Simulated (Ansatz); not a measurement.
## VMo: strain energy, fitted

VMo, Cmmm, a = 3.052 Å, b = 4.389 Å, c = 4.211 Å. The structure is a Materials Project entry; whether it is the stable form wasn't checked. Ansatz: PBEsol, PAW, 420 eV, Γ-centred 14×10×10 mesh on 4 atoms, Gaussian smearing 0.10 eV; no spin polarisation. Series: uniaxial strain along a, with b, c and atoms relaxed; x is the strain in per cent. y is the free energy over the unstrained cell, V0 = 14.104 Å³/atom.

```tsv
x (%)	y (meV/atom)
-3.0	13.40
-2.0	?
-1.0	1.29
0.0	0.00
1.0	1.54
2.0	5.67
3.0	12.05
```

Task: Fit y = c2 x² + c3 x³ to the other rows, turn c2 into a modulus, and predict the missing energy.

Result: Least squares on the rows shown. y = 1.418 x² − 0.02377 x³. In eV per unit strain² c2 is 14.18; this is Young's modulus along the axis (E = ½ Y V0 ε²): 2 × 14.18 × 160.2 / (14.104) = 322 GPa. The unstrained cell keeps some stress along the strain, worth a slope of 0.14 meV/atom per %, which the form leaves out. With a term in x⁴ added, the coefficient of x² becomes 1.486, 5 % more, which shows how far this figure hangs on the form. At x = -2.0 the fit asked for gives 5.86 meV/atom. The run gave 5.67 meV/atom, so the fit is 0.19 meV/atom too high, within twice the rms miss on the fitted rows (0.13 meV/atom).